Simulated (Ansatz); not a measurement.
Electronic bands of the Hf (0 0 1) slab, simulated with Ansatz.

Miller indices refer to the conventional cell of P6_3/mmc (No. 194), a = 3.205 Å, b = 3.205 Å, c = 5.068 Å, α = 90.00°, β = 90.00°, γ = 120.00°.

The slab has 5 planes, was cut to end in Hf at the top (+c) and Hf at the bottom, and its atoms stand where a relaxation without spin-orbit coupling left them. Listed are levels within 1.2 eV of the Fermi level, the 22 nearest at most. Weights are Löwdin projections on the datasets' atomic orbitals, as shares of the full norm: they are low for levels that spill into the vacuum or into shells that a dataset lacks. Two planes next to each face count as outer, 4 of 5 in all, so a level spread evenly over the slab has a weight near 0.80.

```
Hf
1.0
     3.20476    0.00000    0.00000
    -1.60238    2.77541    0.00000
     0.00000    0.00000   25.13515
Hf
5
Direct
  0.33333 0.66667 0.30279
  0.66667 0.33333 0.39701
  0.33333 0.66667 0.50000
  0.66667 0.33333 0.60299
  0.33333 0.66667 0.69721
```

Method: DFT PBE, scalar-relativistic, plane waves, PAW (Ansatz).

Settings: cutoff 420 eV, Γ-centred mesh 12×12×1 on the computed 5-atom cell, Gaussian smearing of 0.10 eV; no spin polarisation. A dipole correction removes the field between periodic images along c.

Command
```bash
ansatz run input.yaml --threads 2 --pin off --max-ram 5632MiB --backend cpu --events-out ev --progress --plain --runs-dir out
```

54 s on 2 threads of Arm Neoverse V2, with other jobs on the host, peak memory 0.81 GiB

Levels at M (0.500, 0.000), in eV from the Fermi level, with weights (averaged over levels within 1.5 meV, which needn't be degenerate by symmetry):
| level | outer two planes of both faces |
| --- | --- |
| -1.142 | 0.60 |
| -0.884 | 0.54 |
| 0.331 | 0.90 |
| 0.443 | 0.78 |
| 1.025 | 0.74 |

Levels at Γ (0.000, 0.000), in eV from the Fermi level, with weights (averaged over levels within 1.5 meV, which needn't be degenerate by symmetry):
```json
{"level": "-0.249", "levels within 1.5 meV": "1", "outer two planes of both faces": "0.96"}
{"level": "-0.033", "levels within 1.5 meV": "1", "outer two planes of both faces": "0.84"}
{"level": "0.489", "levels within 1.5 meV": "1", "outer two planes of both faces": "0.36"}
{"level": "0.505", "levels within 1.5 meV": "1", "outer two planes of both faces": "0.14"}
{"level": "1.012", "levels within 1.5 meV": "2", "outer two planes of both faces": "0.94"}
{"level": "1.108", "levels within 1.5 meV": "2", "outer two planes of both faces": "0.68"}
{"level": "1.136", "levels within 1.5 meV": "2", "outer two planes of both faces": "0.90"}
```

Levels at K (0.333, 0.333), in eV from the Fermi level, with weights (averaged over levels within 1.5 meV, which needn't be degenerate by symmetry):
```
 level  outer two planes of both faces
-1.131                            0.98
-1.100                            0.98
-0.093                            0.52
 0.073                            0.66
 0.127                            0.94
 0.190                            0.94
 0.203                            0.96
 0.426                            0.88
 0.554                            0.74
```

Bands cross the Fermi level. With 5 planes the outer ones are most of the slab, so weights don't single out surface states. The work function of the top face is 4.40 eV. In a slab this thin the states of the two faces can couple and split. Spin-orbit coupling is left out, which matters for the bands of heavy elements.
